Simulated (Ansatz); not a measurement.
In r²SCAN (plane waves, PAW; program Ansatz), SiGe in the trigonal phase (R-3m; Si on 6c, Ge on 6c) relaxes to a = 3.924 Å, c = 19.199 Å. Si has 4 nearest neighbours from 2.35 Å (tetrahedral); Ge has 4 nearest neighbours from 2.40 Å (tetrahedral). Against the elements it lies at 0.008 eV/atom, with no fitted shifts.

The Kohn–Sham gap is 0.65 eV (indirect). The valence maximum lies at Γ and the conduction minimum at F (3 equivalent valleys). HSE06 on the same cell gives 1.00 eV. Gap from r²SCAN with spin–orbit coupling: 0.59 eV. Electrons at the band edge weigh 0.11, 0.22, 1.3 mₑ (principal values).

The bulk modulus is 84.1 GPa. The relaxed-ion elastic constants in GPa are C11 = 177, C12 = 43.3, C13 = 33.3, C14 = -13.1, C33 = 185, C44 = 56.9. The elastic constants imply a Debye temperature near 476 K. Bader charges are Si +0.27, Ge -0.27 e.

The start of the workflow was typed in or built on a structure type; neither database checked (COD, Materials Project) lists it. Whether it is the stable phase at ambient conditions was not checked. The cell was relaxed with r²SCAN under the symmetry of its start; whether a distortion lowers the energy is not shown. The references are the lowest solids computed at this level, not always the standard phases. Spin–orbit coupling is left out wherever it is not named.

Potentials: the later of the program's two PAW sets.
